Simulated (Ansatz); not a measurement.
SrGeAu$_{3}$ in space group P4/nmm (No. 129; Au on 4e, Au on 2c, Ge on 2c, Sr on 2a) at seven volumes, the program Ansatz at the PBEsol level (PAW), shape and atoms relaxed at each. One row is withheld.

```tsv
V (Å³/atom)	P (GPa)
19.518	9.93
20.162	5.98
20.805	?
21.449	0.00
22.092	-2.08
22.735	-3.89
23.379	-5.47
```

Q: Fit the shown pressures and predict the withheld one.

A: P = (3/2)B₀(x^(7/2) − x^(5/2))[1 + (3/4)(B′ − 4)(x − 1)] with x = (V₀/V)^(2/3). Least squares on the six rows gives V₀ = 21.466 Å³/atom, B₀ = 80.3 GPa, B′ = 5.49. At V = 20.805, x = 1.0211 and P = 2.74 GPa. The run itself gave 2.67 GPa.

The workflow started from an entry of the Crystallography Open Database (COD, 295 K). Whether it is the stable phase at ambient conditions was not checked. The PBEsol relaxation kept the symmetry of its start; whether a distortion lowers the energy is not shown. Spin–orbit coupling is left out wherever it is not named.

Potentials: the later of the program's two PAW sets.
